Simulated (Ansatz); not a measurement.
Data:

NaCl (rock salt, Fm-3m), a = 5.4643 Å, b = 5.4643 Å, c = 5.4643 Å, α = 90.00°, β = 90.00°, γ = 90.00°; the cell used has 2 atoms.

This is the LDA-relaxed structure.

All from LDA in the plane-wave PAW code Ansatz, unless another level is named. Give the Poisson's ratio.

0.27.

And the vibrational entropy at 300 K?

34.3 J/(K·mol of atoms).

What about the elastic constants (relaxed ions, GPa)?

C11 = 70.1, C12 = 13.0, C44 = 12.9.

The LDA relaxation kept the symmetry of its start; phonons on a q-mesh show no instability.

Potentials: the earlier of the program's two PAW sets.
